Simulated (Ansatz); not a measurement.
# Relaxing a structure of YN

The start is a relaxed YN cell with every coordinate shifted by Gaussian noise of σ = 0.1 Å. The cell and all atomic positions are relaxed at zero pressure with r2SCAN (plane waves to 500 eV, PAW, scalar-relativistic; Ansatz, an electronic-structure program).

Ansatz input:
Ansatz 0.2 input:
```yaml
crystal:
  lattice:
    - [0, 2.4477441063, 2.4477441063]
    - [2.4477441063, 0, 2.4477441063]
    - [2.4477441063, 2.4477441063, 0]
  atoms:
    - { symbol: N, position: [0.0108850395, -0.0109369126, -0.0518958542] }
    - { symbol: Y, position: [0.500630428, 0.4353041035, 0.5527358296] }
basis: { ecutwfc: 500, ecutrho_ratio: 4, xc_grid: 4, fft_grid_basis: typed }
kpoints: { mp_grid: { grid: [12, 12, 12] } }
hamiltonian:
  xc: r2scan
  dispersion: none
  pseudopotentials: { kind: paw }
scf: { occupations: { method: fermi_dirac, width: 0.05 } }
relax: { f_tol: 0.01, max_steps: 100, cell: { stress_tol: 0.02 } }
output: { forces: true, stress: true }
```

Problem. How large is the pressure on the unrelaxed cell, and of which sign?

Solution. +3.9 GPa (positive: the cell is compressed).

Problem. How much energy is released per atom?

Solution. 66 meV/atom.

Problem. Is the parent structure recovered?

Solution. It relaxes back to the parent, Fm-3m (No. 225).

Problem. How do the shortest distances between atoms change?

Solution. The closest pairs of elements (up to four, under 3.6 Å), start → end: N–Y 2.23 → 2.45 Å; N–N 3.46 → 3.46 Å; Y–Y 3.46 → 3.46 Å.

Problem. Is the relaxed structure metallic? Give its gap.

Solution. 0.58 eV, indirect (valence top at Γ, conduction bottom at X) (no spin-orbit coupling).

No spin polarisation in the result.
